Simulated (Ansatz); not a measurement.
Data:

TiAl:
```yaml
crystal:
  lattice:
    - [1.43576, 0.82894, 4.65269]
    - [-1.43576, 0.82894, 4.65269]
    - [0.00000, -1.65787, 4.65269]
  atoms:
    - { symbol: Al, position: [0.00000, 0.00000, 0.00000] }
    - { symbol: Ti, position: [0.50000, 0.50000, 0.50000] }
```

This is the r²SCAN-relaxed structure. x, y and z are the axes in which the lattice vectors are written.

Question: All from the program Ansatz at the r²SCAN level (PAW), unless another level is named. Predict the bulk modulus (Birch–Murnaghan fit).

Answer: 109 GPa.

Question: Next, the highest zone-centre frequency?

Answer: 331 cm^-1.

Question: Predict the elastic constants (relaxed ions, GPa).

Answer: C11 = 166, C12 = 81.0, C13 = 66.8, C14 = -74.0, C33 = 237, C44 = 24.2.

Space group R-3m. A made-up cell: these elements were put on the sites of a structure type; neither database checked (COD, Materials Project) lists it. It is not the phase usual at ambient conditions (space group No. 123). The cell was relaxed with r²SCAN under the symmetry of its start. At this level the phase is mechanically unstable. The run is not spin-polarised. As this level gives no gap, shear constants depend on the k-mesh and smearing (Fermi–Dirac, 0.1 eV here). As this level gives no gap, phonon frequencies hold no LO–TO term and depend on the k-mesh and smearing (Fermi–Dirac, 0.1 eV here).

Potentials: the later of the program's two PAW sets.
